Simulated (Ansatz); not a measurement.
BaTiO₃:
```yaml
crystal:
  lattice:
    - [3.92632, 0.00000, 0.00000]
    - [0.00000, 3.92632, 0.00000]
    - [0.00000, 0.00000, 3.97445]
  atoms:
    - { symbol: Ti, position: [0.50000, 0.50000, 0.44110] }
    - { symbol: Ba, position: [0.00000, 0.00000, 0.92873] }
    - { symbol: O, position: [0.50000, 0.50000, 0.90752] }
    - { symbol: O, position: [0.50000, 0.00000, 0.41433] }
    - { symbol: O, position: [0.00000, 0.50000, 0.41433] }
```

Relaxed with LDA. Special points in fractions of this cell's reciprocal vectors: Γ (0.000, 0.000, 0.000); X (0.000, 0.500, 0.000); M (0.500, 0.500, 0.000); Z (0.000, 0.000, 0.500); R (0.000, 0.500, 0.500); A (0.500, 0.500, 0.500).

Task: List the band energies nearest the valence-band maximum at these points for the program Ansatz at the LDA level (PAW).

Result: In eV from the valence-band maximum; about four levels below and three above (degenerate sets whole), none deeper than 8.9 eV; points with the same levels are listed once.

```
k                          below           above
-  -----------------------------  --------------
Γ        -1.29 -0.27 -0.25 -0.25  1.85 2.10 2.10
X        -1.94 -1.79 -0.97 -0.84  2.22 3.76 3.81
M        -1.75 -0.90 -0.90 -0.05  3.84 3.84 4.25
Z  -2.01 -2.00 -2.00 -0.67 -0.67  1.99 3.77 3.77
R        -1.70 -0.87 -0.85 -0.18  3.80 3.80 4.20
A   -2.36 -2.36 -0.13 -0.13 0.00  4.49 4.49 4.51
```

Space group P4mm. The cell was relaxed with LDA under the symmetry of its start. At this level the phase is dynamically unstable (imaginary phonons). The run is not spin-polarised. Spin–orbit coupling is left out wherever it is not named.

Potentials: the later of the program's two PAW sets.
